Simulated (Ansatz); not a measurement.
## Relaxing N

Method: Ansatz 0.2.0, DFT r2SCAN, scalar-relativistic, plane waves, PAW. Cutoff 500 eV, Γ-centred k mesh, Gaussian smearing, no spin polarisation in the final step.

The start is a database structure of N, space group Pa-3 (No. 205).

```xyz
8
Lattice="5.5605 0.0000 0.0000 0.0000 5.5605 0.0000 0.0000 0.0000 5.5605" Properties=species:S:1:pos:R:3 pbc="T T T"
N     0.3192    0.3192    0.3192
N     2.4611    5.2414    3.0994
N     3.0994    2.4611    5.2414
N     5.2414    3.0994    2.4611
N     5.2414    5.2414    5.2414
N     3.0994    0.3192    2.4611
N     2.4611    3.0994    0.3192
N     0.3192    2.4611    3.0994
```

Steps on the 4×4×4 mesh (8 atoms). 4 of 5 steps are shown, and the free energy counts from the last. Trial steps that were taken back and renewals of the plane-wave basis can be among the rows.

| step | ΔF (meV/atom) | V (Å³/atom) | P (GPa) | largest force component (eV/Å) |
| --- | --- | --- | --- | --- |
| 1 | 7.5 | 21.49 | -2.27 | 1.059 |
| 2 | 1.1 | 22.06 | 0.49 | 0.146 |
| 3 | 0.9 | 22.40 | 0.21 | 0.039 |
| 5 | 0.0 | 23.29 | 0.03 | 0.010 |

A final relaxation ran on a 4×4×4 mesh. The relaxed crystal, Pa-3 (No. 205):

```cif
data_structure
_symmetry_space_group_name_H-M 'Pa-3'
_symmetry_Int_Tables_number 205
_cell_length_a 5.7114
_cell_length_b 5.7114
_cell_length_c 5.7114
_cell_angle_alpha 90.000
_cell_angle_beta 90.000
_cell_angle_gamma 90.000
_cell_volume 186.30
loop_
_atom_site_label
_atom_site_type_symbol
_atom_site_symmetry_multiplicity
_atom_site_Wyckoff_symbol
_atom_site_fract_x
_atom_site_fract_y
_atom_site_fract_z
_atom_site_occupancy
N1 N 8 c 0.05525 0.05525 0.05525 1
```

For N, the volume per atom is 23.3 Å³ and the density is 1.0 g/cm³. The gap on the 4×4×4 mesh is 8.22 eV.

The final run used a 4×4×4 mesh on its 8-atom cell and 0.02 eV smearing. Weakly bound directions are ill-defined at this level, which has no dispersion term.

A structure relaxed within its symmetry needn't be a true minimum.